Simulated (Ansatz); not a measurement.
A relaxation computed with Ansatz, from input to last step.

```yaml
crystal:
  lattice:
    - [3.1995148706, 0.0, 0.0]
    - [-1.5997574353, 2.7708611577, 0.0]
    - [0.0, 0.0, 10.3894397222]
  atoms:
    - { symbol: V, position: [0.0, 0.0, 1.002034725], spin: 1.64 }
    - { symbol: Ga, position: [0.6666666667, 0.3333333333, 0.2513288949] }
    - { symbol: Ga, position: [0.6666666667, 0.3333333333, 0.7488685526] }
    - { symbol: Ga, position: [0.0, 0.0, 0.5002157943] }
    - { symbol: "N", position: [0.6666666667, 0.3333333333, 0.0619266132], spin: -0.12 }
    - { symbol: "N", position: [0.6666666667, 0.3333333333, 0.5588828453] }
    - { symbol: "N", position: [0.0, 0.0, 0.3104484701] }
    - { symbol: "N", position: [0.0, 0.0, 0.8080951046] }
basis:
  ecutwfc: 500
kpoints:
  mp_grid: { grid: [12, 12, 4] }
hamiltonian:
  xc: r2scan
scf:
  occupations: { method: gaussian, width: 0.02 }
output:
  forces: true
  stress: true
  eigenvalues: true
  populations: true
magnetization:
  spin_polarized: true
relax:
  adjacent_minimum: "off"
  f_tol: 0.01
  max_steps: 60
  cell: { stress_tol: 0.1 }
```

```bash
ansatz run input.yaml --threads 2 --pin off --max-ram 5120MiB --backend cpu --events-out ev --progress --plain --runs-dir out
```

Theory: DFT r2SCAN, scalar-relativistic, plane waves, PAW in Ansatz 0.2.0.

Of 4 frames 3 are shown, positions in Å and forces in eV/Å; the SCF threshold varies from step to step. Steps run on the plane waves of an earlier cell, with a Pulay correction in the pressure. The basis is chosen afresh for the last frame, the zero of the energies, and at times for earlier ones too; energy and pressure step there, also at an unchanged geometry.

```xyz
8
Lattice="3.1995 0.0000 0.0000 -1.5998 2.7709 0.0000 0.0000 0.0000 10.3894" Properties=species:S:1:pos:R:3:forces:R:3 pbc="T T T" step=1 free_energy_over_end_meV_per_atom=0.11 pressure_GPa=-0.15
V     0.0000    0.0000   10.4106    0.0000    0.0000   -0.1053
Ga    1.5998    0.9236    2.6112    0.0000    0.0000    0.0007
Ga    1.5998    0.9236    7.7803    0.0000    0.0000    0.0044
Ga    0.0000    0.0000    5.1970    0.0000    0.0000   -0.0014
N     1.5998    0.9236    0.6434    0.0000    0.0000    0.1000
N     1.5998    0.9236    5.8065    0.0000    0.0000    0.0004
N     0.0000    0.0000    3.2254    0.0000    0.0000    0.0030
N     0.0000    0.0000    8.3957    0.0000    0.0000   -0.0020
8
Lattice="3.1965 0.0000 0.0000 -1.5983 2.7683 0.0000 0.0000 0.0000 10.4048" Properties=species:S:1:pos:R:3:forces:R:3 pbc="T T T" step=2 free_energy_over_end_meV_per_atom=0.01 pressure_GPa=-0.07
V     0.0000    0.0000   10.4216    0.0000    0.0000   -0.0361
Ga    1.5983    0.9228    2.6161    0.0000    0.0000   -0.0042
Ga    1.5983    0.9228    7.7896    0.0000    0.0000   -0.0045
Ga    0.0000    0.0000    5.2041    0.0000    0.0000   -0.0050
N     1.5983    0.9228    0.6484    0.0000    0.0000    0.0414
N     1.5983    0.9228    5.8159    0.0000    0.0000    0.0035
N     0.0000    0.0000    3.2327    0.0000    0.0000    0.0047
N     0.0000    0.0000    8.4069    0.0000    0.0000   -0.0003
8
Lattice="3.1956 0.0000 0.0000 -1.5978 2.7675 0.0000 0.0000 0.0000 10.4072" Properties=species:S:1:pos:R:3:forces:R:3 pbc="T T T" step=4 free_energy_over_end_meV_per_atom=0.00 pressure_GPa=0.00
V     0.0000    0.0000   10.4221    0.0000    0.0000    0.0020
Ga    1.5978    0.9225    2.6177    0.0000    0.0000   -0.0082
Ga    1.5978    0.9225    7.7901    0.0000    0.0000   -0.0038
Ga    0.0000    0.0000    5.2050    0.0000    0.0000   -0.0055
N     1.5978    0.9225    0.6508    0.0000    0.0000    0.0025
N     1.5978    0.9225    5.8171    0.0000    0.0000    0.0053
N     0.0000    0.0000    3.2345    0.0000    0.0000    0.0049
N     0.0000    0.0000    8.4078    0.0000    0.0000    0.0027
```

It took 5.1 min on 2 threads of Oxide Virtual Turin-like Processor (Zen 5), on a shared host, peak memory 0.98 GiB.

The state reached may not be the lowest one. The cell holds one magnetic atom, so it can only be ferromagnetic; an antiferromagnetic order may lie lower.